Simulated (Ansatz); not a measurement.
Given:

Mo (simple cubic, space group No. 221), a = b = c = 2.5749 Å, α = β = γ = 90.00°.

This is the PBEsol-relaxed structure.

Question: All from plane-wave PAW PBEsol (Ansatz code), unless another level is named. Predict the bulk modulus (Birch–Murnaghan fit).

Answer: 205 GPa.

Question: And the elastic constants (relaxed ions, GPa)?

Answer: C11 = 427, C12 = 92.0, C44 = -102.

Space group Pm-3m (simple cubic). A made-up cell: these elements were put on the sites of a structure type; neither database checked (COD, Materials Project) lists it. It is not the phase usual at ambient conditions (space group No. 229). The cell was relaxed with PBEsol under the symmetry of its start. At this level the phase is mechanically unstable. No spin polarisation was allowed. As this level gives no gap, shear constants depend on the k-mesh and smearing (Fermi–Dirac, 0.1 eV here). On the denser mesh and wider smearing of the elastic run this cell carries a stress of 0.8 GPa.

Potentials: the later of the program's two PAW sets.
